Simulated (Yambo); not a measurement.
A G0W0@PBEsol run in Yambo for CO₂ (space group P4_12_12, No. 92) (2×2×2 Γ-centred k mesh, 267 bands and a 7 Ry block in the screening, 267 bands in G with the Bruneval-Gonze terminator, plasmon pole fitted at 27.2 eV) gives these matrix elements, in eV, at the band edges (Γ → Γ):

```csv
state,E0,<Vxc>,<Σx>,<Σc(E0)>,Z
valence edge,0.000,-19.806,-25.137,2.652,0.836
conduction edge,6.433,-9.848,-5.317,-2.804,0.894
```

**Question.** Solve the linearised quasiparticle equation for both states, give the gap, and say how exchange and correlation each act on it.

**Answer.** E = E0 + Z(Σx + Σc − Vxc). Valence: 0.000 + 0.836 × (-25.137 + (2.652) − (-19.806)) = -2.24 eV. Conduction: 6.433 + 0.894 × (-5.317 + (-2.804) − (-9.848)) = 7.98 eV. The gap is 10.22 eV, against 6.43 eV in PBEsol. Replacing Vxc by bare exchange alone would open it by 9.86 eV; correlation takes back 5.46 eV of that, and Z scales what is left. Nearest settings tried, and what they do to the gap: 173 bands in W, 173 bands in G: +39 meV; 2 Ry block (67 vectors against 379): +277 meV. Not varied: mesh. So the settings aren't converged at that level. The k mesh is coarse. 

Geometry of the Materials Project entry, not relaxed at this level; primitive cell a = 5.0693 Å, b = 5.0693 Å, c = 7.2320 Å, α = 90.00°, β = 90.00°, γ = 90.00°.

The structure is a Materials Project entry; no match was found in the copy of COD used, and its stability was not checked.

The distance between layers or molecules is the database entry's, not relaxed here. Functionals without dispersion can leave it too large, which widens gaps and weakens the response across layers: the numbers belong to this cell.
